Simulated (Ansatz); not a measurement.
NbRh, DFT, PBEsol, all-electron LAPW, scalar-relativistic (Ansatz 0.2.0), run on 1 thread of Intel(R) Xeon(R) 6975P-C (Granite Rapids) on a shared host.

The geometry is COD entry 2310202, unchecked; take it as a test cell. The listed cell was then made from it by scaling, straining or moving an atom.

Command: `ansatz run input.yaml --threads 1 --pin off --max-ram 3072MiB --backend cpu --events-out ev --progress --plain --runs-dir out`

```yaml
crystal:
  lattice:
    - [2.8035898861, 0.0, 0.0]
    - [0.0, 2.8035898861, 0.0]
    - [0.0, 0.0, 3.7575207164]
  atoms:
    - { symbol: Nb, position: [0.0, 0.0, 0.0] }
    - { symbol: Rh, position: [0.5, 0.5, 0.5] }
kpoints:
  mp_grid: { grid: [14, 14, 11] }
  band_path:
    path:
      - [0.0, 0.0, 0.0]
      - [0.0, 0.5, 0.0]
      - [0.5, 0.5, 0.0]
      - [0.0, 0.0, 0.0]
      - [0.0, 0.0, 0.5]
      - [0.0, 0.5, 0.5]
      - [0.5, 0.5, 0.5]
      - [0.0, 0.0, 0.5]
      - [0.0, 0.5, 0.0]
    npoints: 5
scf:
  occupations: { method: fermi_dirac, width: 0.05 }
hamiltonian:
  xc: pbesol
  pseudopotentials: { kind: all_electron, lapw: { basis_error: 0.001 } }
output:
  forces: true
  stress: true
  eigenvalues: true
```

Question: How large is the problem that the program sets up?

Answer: 216 irreducible k-points, 269 plane waves at Γ, 34 bands.

Question: Estimate the wall time and the peak memory.

Answer: 37 s of wall time for 11 SCF iterations, with a peak of 0.8 GiB. Times on shared machines scatter by tens of per cent.
